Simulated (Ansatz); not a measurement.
Space group P4/mmm (No. 123). a = 3.929 Å, b = 3.929 Å, c = 15.716 Å, α = 90.00°, β = 90.00°, γ = 90.00°
| atom | site | symmetry | x | y | z |
| --- | --- | --- | --- | --- | --- |
| Ba | 1a | 4/mmm | 0.0000 | 0.0000 | 0.0000 |
| Sr | 2g | 4mm | 0.0000 | 0.0000 | 0.2524 |
| Sr | 1b | 4/mmm | 0.0000 | 0.0000 | 0.5000 |
| Ti | 2h | 4mm | 0.5000 | 0.5000 | 0.1288 |
| Ti | 2h | 4mm | 0.5000 | 0.5000 | 0.3762 |
| O | 4i | 2mm. | 0.0000 | 0.5000 | 0.1304 |
| O | 4i | 2mm. | 0.0000 | 0.5000 | 0.3762 |
| O | 1c | 4/mmm | 0.5000 | 0.5000 | 0.0000 |
| O | 2h | 4mm | 0.5000 | 0.5000 | 0.2522 |
| O | 1d | 4/mmm | 0.5000 | 0.5000 | 0.5000 |

Equation of state of this BaSr3Ti4O12 structure (not necessarily the ground state), with shape and atoms relaxed at each volume where symmetry leaves them free. All numbers below come from Ansatz 0.2.0, DFT r2SCAN, scalar-relativistic, plane waves, PAW.

Settings: cutoff 500 eV, Γ-centred mesh 8×8×2 on the computed 20-atom cell, Gaussian smearing of 0.02 eV; no spin polarisation.

| V (Å³/atom) | E − E(largest V) (meV/atom) | P (GPa) | gap on mesh (eV) |
| --- | --- | --- | --- |
| 10.675 | 68.76 | 31.59 | 2.48 |
| 11.039 | 8.58 | 21.67 | 2.42 |
| 11.403 | -30.84 | 13.26 | 2.35 |
| 11.767 | -52.60 | 6.10 | 2.29 |
| 12.131 | -59.36 | 0.02 | 2.23 |
| 12.495 | -53.37 | -5.15 | 2.16 |
| 12.859 | -36.53 | -9.55 | 2.10 |
| 13.344 | 0.00 | -14.40 | 2.01 |

Question: Fit a third-order Birch–Murnaghan equation to E(V).

Answer: V0 = 12.13 Å³/atom, B0 = 186 GPa, B0' = 4.4.

Spin-orbit coupling is left out, which matters for the bands of heavy elements.

The gaps are read on the mesh, which can miss the band edges, so they can be too wide.

Cost: 8 runs of about 110 core-minutes in all, on Intel Xeon Processor @ 2.50GHz (Skylake/Cascade Lake) (shared hosts).